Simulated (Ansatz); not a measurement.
An element in the fcc structure gives these cold pressures by all-electron LAPW under LDA (Ansatz 0.2.0, scalar-relativistic, no spin polarisation).

```json
{"V (Å³/atom)": "13.22", "P (GPa)": "0.03"}
{"V (Å³/atom)": "12.43", "P (GPa)": "23.0"}
{"V (Å³/atom)": "11.64", "P (GPa)": "56.0"}
{"V (Å³/atom)": "10.58", "P (GPa)": "123.4"}
{"V (Å³/atom)": "9.52", "P (GPa)": "233.9"}
{"V (Å³/atom)": "8.46", "P (GPa)": "419.1"}
{"V (Å³/atom)": "7.27", "P (GPa)": "794.1"}
{"V (Å³/atom)": "5.95", "P (GPa)": "1654"}
```

Q: Which element is it?

A: Rh. Its zero-pressure volume in this structure is near 13.2 Å³/atom; the volume and the steepness of P(V) together point to it, though neighbours can come close. This is the case that was computed; others weren't tested.
